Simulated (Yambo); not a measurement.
Yambo run on SrCl2 (fluorite, space group Fm-3m, No. 225). The wavefunctions are norm-conserving PBEsol (Quantum ESPRESSO, 68 Ry, with spin-orbit coupling) ones on a 4×4×4 mesh (24 occupied bands); a = 4.8833 Å, b = 4.8833 Å, c = 4.8833 Å, α = 60.00°, β = 60.00°, γ = 60.00°.

Yambo input:

```
rim_cut
HF_and_locXC
RandQpts= 1000000
RandGvec= 1 Ry
EXXRLvcs= 68 Ry
VXCRLvcs= 272 Ry
% QPkrange
 1 | 1 | 24 | 25 |
 3 | 3 | 24 | 25 |
 7 | 7 | 22 | 26 |
 8 | 8 | 24 | 25 |
%
```

k points by index: 1 = Γ, 3 = L, 7 = X, 8 = W.

The o-*.hf file then holds:

```
#    K-point    Band    Eo [eV]    Ehf [eV]    Vxc [eV]    Vnlxc [eV]
#
    1    24    -0.304694    -4.689900    -14.35499    -18.74019
    1    25    5.255604    9.389354    -8.066579    -3.932828
    3    24    -1.054629    -5.665314    -13.87494    -18.48562
    3    25    6.630555    11.94206    -10.19406    -4.882555
    7    22    -0.389172    -4.723496    -14.26986    -18.60418
    7    23    0.000000    -4.306826    -14.68788    -18.99471
    7    24    0.000000    -4.306826    -14.68788    -18.99471
    7    25    5.341874    9.792728    -8.682950    -4.232096
    7    26    5.341874    9.792728    -8.682950    -4.232096
    8    24    -0.108965    -4.448305    -14.57685    -18.91619
    8    25    6.114678    10.68850    -9.261425    -4.687603
```
Exchange alone, without screening.

Geometry relaxed with PBEsol.
